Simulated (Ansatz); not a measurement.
CuPd:
```cif
data_CuPd
_chemical_formula_sum 'Cu1 Pd1'
_space_group_name_H-M_alt 'P 1'
_space_group_IT_number 1
_cell_length_a 2.61973
_cell_length_b 2.61973
_cell_length_c 4.25853
_cell_angle_alpha 90.000
_cell_angle_beta 90.000
_cell_angle_gamma 115.071
loop_
_space_group_symop_operation_xyz
  'x, y, z'
loop_
_atom_site_label
_atom_site_type_symbol
_atom_site_fract_x
_atom_site_fract_y
_atom_site_fract_z
_atom_site_occupancy
Cu1 Cu 0.00000 0.00000 0.00000 1
Pd1 Pd 0.50000 0.50000 0.50000 1
```

Relaxed with PBEsol.

### Question
Which orbitals make up the states near the Fermi level in PBEsol (plane waves, PAW; program Ansatz)?

### Answer
Within 0.5 eV of the Fermi level: Pd 4d 59 %, Cu 3d 21 %, Cu 4s 10 %, outside the projected shells 11 %. Projections are on Löwdin-orthogonalised atomic valence shells; empty p or d shells of many metals are not among them.

### Question
Tabulate the density of states.

### Answer
States/eV per cell of 2 atoms, in 0.25 eV bins, energy from the Fermi level.

| E (eV) | total | Cu 3d | Pd 4d | Cu 4s |
|---|---|---|---|---|
| -7.85 | 0.09 | 0.00 | 0.00 | 0.08 |
| -7.60 | 0.12 | 0.00 | 0.00 | 0.11 |
| -7.35 | 0.15 | 0.00 | 0.00 | 0.13 |
| -7.10 | 0.18 | 0.00 | 0.00 | 0.16 |
| -6.85 | 0.21 | 0.00 | 0.01 | 0.18 |
| -6.60 | 0.24 | 0.00 | 0.01 | 0.20 |
| -6.35 | 0.29 | 0.01 | 0.02 | 0.23 |
| -6.10 | 0.34 | 0.01 | 0.04 | 0.26 |
| -5.85 | 0.42 | 0.02 | 0.08 | 0.29 |
| -5.60 | 0.67 | 0.05 | 0.24 | 0.33 |
| -5.35 | 1.62 | 0.18 | 0.93 | 0.43 |
| -5.10 | 2.22 | 0.24 | 1.58 | 0.30 |
| -4.85 | 2.19 | 0.30 | 1.60 | 0.18 |
| -4.60 | 3.00 | 0.47 | 2.29 | 0.13 |
| -4.35 | 2.64 | 0.51 | 1.97 | 0.08 |
| -4.10 | 2.03 | 0.52 | 1.40 | 0.05 |
| -3.85 | 3.96 | 1.57 | 2.21 | 0.09 |
| -3.60 | 3.41 | 1.18 | 2.08 | 0.04 |
| -3.35 | 4.67 | 2.22 | 2.25 | 0.06 |
| -3.10 | 5.09 | 2.61 | 2.19 | 0.10 |
| -2.85 | 3.78 | 2.21 | 1.35 | 0.09 |
| -2.60 | 4.82 | 3.53 | 0.98 | 0.15 |
| -2.35 | 2.98 | 2.07 | 0.70 | 0.09 |
| -2.10 | 2.88 | 1.89 | 0.84 | 0.06 |
| -1.85 | 5.30 | 3.80 | 1.38 | 0.04 |
| -1.60 | 6.94 | 5.15 | 1.68 | 0.03 |
| -1.35 | 6.93 | 4.36 | 2.45 | 0.04 |
| -1.10 | 6.49 | 3.22 | 3.08 | 0.07 |
| -0.85 | 4.00 | 1.27 | 2.52 | 0.10 |
| -0.60 | 3.22 | 1.13 | 1.86 | 0.12 |
| -0.35 | 2.11 | 0.57 | 1.30 | 0.11 |
| -0.10 | 1.07 | 0.14 | 0.69 | 0.11 |
| 0.15 | 0.73 | 0.08 | 0.40 | 0.12 |
| 0.40 | 0.68 | 0.07 | 0.31 | 0.14 |
| 0.65 | 0.64 | 0.07 | 0.22 | 0.15 |
| 0.90 | 0.64 | 0.06 | 0.18 | 0.16 |
| 1.15 | 0.64 | 0.06 | 0.15 | 0.17 |
| 1.40 | 0.61 | 0.05 | 0.12 | 0.15 |
| 1.65 | 0.57 | 0.04 | 0.10 | 0.13 |
| 1.90 | 0.54 | 0.03 | 0.08 | 0.11 |
| 2.15 | 0.52 | 0.03 | 0.07 | 0.10 |
| 2.40 | 0.50 | 0.02 | 0.06 | 0.09 |
| 2.65 | 0.48 | 0.02 | 0.05 | 0.07 |
| 2.90 | 0.48 | 0.02 | 0.04 | 0.06 |
| 3.15 | 0.50 | 0.02 | 0.04 | 0.06 |
| 3.40 | 0.47 | 0.01 | 0.03 | 0.05 |
| 3.65 | 0.44 | 0.01 | 0.02 | 0.04 |
| 3.90 | 0.41 | 0.01 | 0.02 | 0.04 |
| 4.15 | 0.40 | 0.01 | 0.02 | 0.04 |
| 4.40 | 0.38 | 0.01 | 0.01 | 0.04 |
| 4.65 | 0.37 | 0.01 | 0.01 | 0.05 |

Space group Cmmm. The first step of the workflow began from a Materials Project structure, measured or hypothetical; the Crystallography Open Database copy checked does not list it. COD files the formula under space group No. 221. With Cu and Pd taken as one species the cell has the higher symmetry I4/mmm, so it may be an ordered model of a mixed-site phase. Its standing as an ambient phase is unchecked. Symmetry was held in the PBEsol relaxation. At this level the phase is dynamically unstable (imaginary phonons). The run is not spin-polarised. Scalar-relativistic: spin–orbit coupling is off unless named, which matters more the heavier the elements.

Potentials: the later of the program's two PAW sets.
